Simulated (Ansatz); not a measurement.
ZrSi$_{2}$ (MoSi2 or CaC2 type, I4/mmm) under volume change, PBE in the plane-wave PAW code Ansatz, shape and atoms relaxed at each volume.

```
V (Å³/atom)  E − E(relaxed) (meV/atom)  P (GPa)
-----------  -------------------------  -------
15.032                            62.0    14.50
15.527                            26.1     8.89
16.023                             6.2     4.11
16.518                             0.0     0.00
17.014                             5.6    -3.54
17.509                            21.4    -6.57
18.005                            45.8    -9.17
```

**Question.** What does a third-order Birch–Murnaghan fit give for V₀, B₀ and B′?

**Answer.** V₀ = 16.52 Å³/atom, B₀ = 127 GPa, B′ = 4.1.

The cell is a constructed one: a structure type filled with these elements; neither database checked (COD, Materials Project) lists it. COD files the formula under space group No. 63, so this cell is another polymorph or a model. Whether it is the stable phase at ambient conditions was not checked. The PBE relaxation kept the symmetry of its start; whether a distortion lowers the energy is not shown. The run is not spin-polarised.

Potentials: the later of the program's two PAW sets.
